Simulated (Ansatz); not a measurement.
Computed with DFT PBE, scalar-relativistic, plane waves, PAW in Ansatz 0.2.0. Settings: cutoff 420 eV, Γ-centred meshes spaced at most about 0.3 Å⁻¹, and about 0.25 Å⁻¹ or finer for metals (2π included), Gaussian smearing. No spin polarisation in the final relaxations.

Each of these unrelaxed guesses is relaxed in cell and atoms within its symmetry. A guess keeps its type if space group and coordination stay and the shape of the cell changes little (axis ratios within about 15 %, angles within 6°); the volume may change.

1. LiSi3N2

```
Li Si N
1.0
     2.49624    1.44120    3.94941
    -2.49624    1.44120    3.94941
     0.00000   -2.88241    3.94941
Li Si N
1 3 2
Direct
  0.00000 0.00000 0.00000
  0.00000 0.50000 0.00000
  0.50000 0.00000 0.00000
  0.00000 0.00000 0.50000
  0.62569 0.62569 0.62569
  0.37431 0.37431 0.37431
```

2. NaHfO

```
Na Hf O
1.0
     4.37107    0.00000    0.00000
     0.00000    4.37107    0.00000
     0.00000    0.00000    5.60350
Na Hf O
2 2 2
Direct
  0.50000 0.50000 0.73859
  0.50000 0.50000 0.26141
  0.50000 0.00000 0.50000
  0.00000 0.50000 0.50000
  0.50000 0.00000 0.00000
  0.00000 0.50000 0.00000
```

3. CdW2

```
Cd W
1.0
     2.98033    0.00000    0.00000
    -1.49017    2.58104    0.00000
     0.00000    0.00000    7.05881
Cd W
1 2
Direct
  0.00000 0.00000 0.00000
  0.33333 0.66667 0.34525
  0.66667 0.33333 0.65475
```

Question: Which guesses survive the relaxation?

Answer: Guess 3 keeps its type.

```tsv
guess	kept	start group	end group	V start (Å³/atom)	V end	b/a and c/a, end over start	nearest neighbours start	nearest neighbours end
1	no	R-3m	R-3m	14.2	16.2	1.00, 1.37	Li 6, N 16, Si 6	Li 12, N 3, Si 2
2	no	P4/mmm	P4/mmm	17.8	21.8	1.00, 0.58	Hf 6, Na 10, O 6	Hf 2, Na 1, O 2
3	yes	P-3m1	P-3m1	18.1	17.5	1.00, 1.13	Cd 12, W 12	Cd 12, W 12
```

Neighbours count within 15 % of an atom's shortest distance; end groups are read at 0.02 Å (0.05 Å in metals).

Spin–orbit coupling, which can matter for Hf and W, is left out. In LiSi3N2 R-3m an odd number of electrons in the primitive cell allows no gap without spin; a larger cell or a magnetic state could open one. A magnetic state wasn't ruled out in cells without spin, among them LiSi3N2 R-3m. Cells relaxed within their symmetry can be saddle points.
